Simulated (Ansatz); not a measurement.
Relaxed-ion elastic tensor of Al (hcp (Mg type), space group No. 194) in GPa (Voigt order), DFT-PBEsol in the program Ansatz with PAW potentials; density 2.75 g/cm³, 16.31 Å³ per atom.

```json
[
 {"": "1", "1": "122", "2": "62.8", "3": "53.7", "4": "0.0", "5": "0.0", "6": "0.0"},
 {"": "2", "1": "62.8", "2": "122", "3": "53.7", "4": "0.0", "5": "0.0", "6": "0.0"},
 {"": "3", "1": "53.7", "2": "53.7", "3": "126", "4": "0.0", "5": "0.0", "6": "0.0"},
 {"": "4", "1": "0.0", "2": "0.0", "3": "0.0", "4": "12.3", "5": "0.0", "6": "0.0"},
 {"": "5", "1": "0.0", "2": "0.0", "3": "0.0", "4": "0.0", "5": "12.3", "6": "0.0"},
 {"": "6", "1": "0.0", "2": "0.0", "3": "0.0", "4": "0.0", "5": "0.0", "6": "29.7"}
]
```

Q: Is the crystal mechanically stable?

A: Yes: the smallest eigenvalue of C is 12.3 GPa.

Q: Work out the Voigt, Reuss and Hill averages.

A: K_V = 79.0, K_R = 78.9, K_H = 79.0; G_V = 24.2, G_R = 19.5, G_H = 21.9 GPa.

Q: Give Young's modulus, Poisson's ratio, Pugh's ratio and the universal anisotropy index.

A: E = 9KG/(3K + G) = 60.0 GPa; ν = 0.37; K/G = 3.61 (ductile by the Pugh limit of 1.75); A_U = 5G_V/G_R + K_V/K_R − 6 = 1.22.

Q: Estimate the sound speeds and the Debye temperature.

A: v_l = √((K + 4G/3)/ρ) = 6270 m/s, v_t = √(G/ρ) = 2820 m/s, mean 3180 m/s; Θ = (h/k)(3n/4πV)^(1/3) v_m = 374 K.

Q: How much does each axis shrink under pressure?

A: Linear compressibilities β_i = Σ_j S_ij (j = 1 to 3): x 4.1, y 4.1, z 4.4 per TPa.

Space group P6_3/mmc (hcp (Mg type)). The first step of the workflow began from a Materials Project structure, measured or hypothetical; the Crystallography Open Database copy checked does not list it. It is not the phase usual at ambient conditions (space group No. 225). Symmetry was held in the PBEsol relaxation; phonons on a q-mesh show no instability. As this level gives no gap, shear constants depend on the k-mesh and smearing (Fermi–Dirac, 0.1 eV here).

Potentials: the earlier of the program's two PAW sets.
